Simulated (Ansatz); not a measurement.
Question: Name crystals whose computed values (the program Ansatz at the PBEsol level (PAW)) fall in these windows: highest Γ mode, no LO–TO term (cm⁻¹) 190 to 250; B₀ by P(V) fit (GPa) 240 to 300.

Answer: 

```csv
crystal,"highest Γ mode, no LO–TO term (cm⁻¹)",B₀ by P(V) fit (GPa)
"NbIr, Pmma (Ir on 2e, Nb on 2f)",217,273
"GaPt3, Cu3Au type",198,248
"MoPt, P-6m2 (Mo on 1e, Pt on 1d)",215,294
"MoRh, P-6m2 (Mo on 1b, Rh on 1c)",212,289
"VPt2, Immm (V on 2a, Pt on 4i)",232,277
```
Others may fit too.

Built on a structure type that need not be the filed one of that space group: NbIr, Pmma (Ir on 2e, Nb on 2f). Standing as an ambient phase not checked: NbIr, Pmma (Ir on 2e, Nb on 2f); GaPt3, Cu3Au type; MoPt, P-6m2 (Mo on 1e, Pt on 1d); MoRh, P-6m2 (Mo on 1b, Rh on 1c); VPt2, Immm (V on 2a, Pt on 4i). Perhaps ordered models of mixed-site phases: MoPt, P-6m2 (Mo on 1e, Pt on 1d); MoRh, P-6m2 (Mo on 1b, Rh on 1c). All cells were relaxed under the symmetry of their starts (and spin orders); stability against distortions was not tested throughout. Rows with no word on spin ran without spin polarisation. Spin–orbit coupling is left out wherever it is not named.

Potentials: the later of the program's two PAW sets.
